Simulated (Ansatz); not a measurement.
MoSeS:
```cif
data_Mo2S2Se2
_chemical_formula_sum 'Mo2 Se2 S2'
_space_group_name_H-M_alt 'P 1'
_space_group_IT_number 1
_cell_length_a 3.18308
_cell_length_b 3.18308
_cell_length_c 12.40817
_cell_angle_alpha 90.000
_cell_angle_beta 90.000
_cell_angle_gamma 120.000
loop_
_space_group_symop_operation_xyz
  'x, y, z'
loop_
_atom_site_label
_atom_site_type_symbol
_atom_site_fract_x
_atom_site_fract_y
_atom_site_fract_z
_atom_site_occupancy
Mo1 Mo 0.33333 0.66667 0.00000 1
Mo2 Mo 0.66667 0.33333 0.50000 1
Se1 Se 0.33333 0.66667 0.63553 1
Se2 Se 0.33333 0.66667 0.36447 1
S1 S 0.66667 0.33333 0.12362 1
S2 S 0.66667 0.33333 0.87638 1
```

Relaxed with LDA.

### Question
Give the optical modes at the zone centre with their infrared and Raman activity from DFPT, plane-wave PAW LDA (Ansatz code).

### Answer
Transverse frequencies, without the LO–TO term; a row sums one degenerate level.

| ω (cm⁻¹) | degeneracy | IR ((D/Å)²/amu) | Raman (Å⁴/amu) | activity | symmetry |
|---|---|---|---|---|---|
| 32 | 2 | 0.00 | 7.8 | Raman | E' |
| 51 | 1 | 0.00 | 0 | silent | A2'' |
| 172 | 2 | 0.00 | 1.4 | Raman | E'' |
| 246 | 1 | 0.00 | 1400 | Raman | A1' |
| 284 | 2 | 0.00 | 2.5 | Raman | E'' |
| 294 | 2 | 2.99 | 79 | IR+Raman | E' |
| 360 | 1 | 0.36 | 0 | IR | A2'' |
| 379 | 2 | 1.37 | 760 | IR+Raman | E' |
| 408 | 1 | 0.00 | 1500 | Raman | A1' |
| 462 | 1 | 0.74 | 0 | IR | A2'' |

### Question
How high does the top mode go among those that the LO–TO term moves?

### Answer
380 cm⁻¹ for q along x, 380 cm⁻¹ for q along y, 464 cm⁻¹ for q along z.

Space group P-6m2. The first step of the workflow began from a Materials Project structure, measured or hypothetical; the Crystallography Open Database copy checked does not list it. With Se and S taken as one species the cell has the higher symmetry P6_3/mmc, so it may be an ordered model of a mixed-site phase. Whether it is the stable phase at ambient conditions was not checked. Symmetry was held in the LDA relaxation; its stability against distortions is not shown here. The run is not spin-polarised. A crystal of weakly bound layers computed without a dispersion correction: the cell and the soft elastic constants depend strongly on that.

Potentials: the later of the program's two PAW sets.
